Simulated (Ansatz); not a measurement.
Task: Write an Ansatz input for a single-point calculation of Ca with PBE (scalar-relativistic), a cutoff of 420 eV (density cutoff 4 times that), a Γ-centred 6×6×6 mesh and Gaussian smearing of 0.05 eV, without spin polarisation. Forces, stress and eigenvalues are wanted. The structure:
```
Ca
1.0
     0.0000000000    2.7900000000    2.7900000000
     2.7900000000    0.0000000000    2.7900000000
     2.7900000000    2.7900000000    0.0000000000
Ca
1
Direct
  0.0000000000 0.0000000000 0.0000000000
```

Result: 
```yaml
crystal:
  lattice:
    - [0.0, 2.79, 2.79]
    - [2.79, 0.0, 2.79]
    - [2.79, 2.79, 0.0]
  atoms:
    - { symbol: Ca, position: [0.0, 0.0, 0.0] }
basis:
  ecutwfc: 420
  ecutrho_ratio: 4
kpoints:
  mp_grid: { grid: [6, 6, 6] }
hamiltonian:
  xc: pbe
scf:
  occupations: { method: gaussian, width: 0.05 }
output:
  forces: true
  stress: true
  eigenvalues: true
```

Run as written, it has 10 valence electrons, 869 plane waves at Γ, 48 symmetry operations and 16 irreducible k-points; it took 6 SCF iterations in all.
